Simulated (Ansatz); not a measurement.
Values for one crystal, relaxed and computed with plane-wave PAW PBE (Ansatz code); other levels are named.

* **Volume per atom**: 13.43 Å³
* **Electronic character**: metallic (no gap)
* **Formation energy from the elements (no fitted shifts)**: -0.086 eV/atom
* **Gap with spin–orbit coupling**: none (metallic)
* **Bulk modulus (Birch–Murnaghan fit)**: 208 GPa
* **Density of states at the Fermi level**: 0.58 states/eV per atom (mean over ±0.08 eV)
* **Pressure derivative B′**: 4.8

Task: Which compound is it?
A. TiC, rock salt
B. Hf2SiN, P6_3/mmc (Si on 2d, Hf on 4f, N on 2a)
C. V2SiN, P6_3/mmc (V on 4f, Si on 2d, N on 2a)
D. GeMo2C, P6_3/mmc (Ge on 2d, Mo on 4f, C on 2a)

Result: D, GeMo2C, P6_3/mmc (Ge on 2d, Mo on 4f, C on 2a)

The start of the workflow was typed in or built on a structure type; neither database checked (COD, Materials Project) lists it. Whether it is the stable phase at ambient conditions was not checked. The cell was relaxed with PBE under the symmetry of its start; its stability against distortions is not shown here. The run is not spin-polarised. The references are the lowest solids computed at this level, not always the standard phases. Spin–orbit coupling is left out wherever it is not named.

Potentials: the earlier of the program's two PAW sets.
